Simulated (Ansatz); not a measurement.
Relaxed FeNi₃ (Cu3Au type):

```xyz
4
Lattice="3.5443 0.0000 0.0000 0.0000 3.5443 0.0000 0.0000 0.0000 3.5443" Properties=species:S:1:pos:R:3 pbc="T T T"
Ni     0.0000     1.7721     1.7721
Ni     1.7721     1.7721     0.0000
Ni     1.7721     0.0000     1.7721
Fe     0.0000     0.0000     0.0000
```

The numbers are results of PBE (plane waves to 420 eV, PAW, scalar-relativistic; Ansatz, a program for electronic structure), not measurements. k mesh 11×11×11 (Γ-centred), Fermi-Dirac smearing 0.05 eV. With partly filled bands, energies and forces of such displacements shift with the k mesh and the smearing. FeNi3 was relaxed with its symmetry unable to fall. Relaxed FeNi3 ends ferromagnetic. Other magnetic orders were not checked, so this need not be the ground state.

One atom of the cell was then moved (with its periodic images), all else fixed, and the forces (eV/Å) came out as:

```csv
atom,Fx,Fy,Fz
Ni1,0.000,0.000,-0.020
Ni2,0.000,0.000,-0.215
Ni3,0.000,0.000,0.409
Fe4,0.000,0.000,-0.174
```

Question: Which atom was moved, and by which vector (Å)?

Answer: Ni3, by (0.00, 0.00, -0.05), 0.05 Å in all.

(A displaced cell: forces are minus the slopes of the energy, force constants its curvatures, and phonons follow from these.)
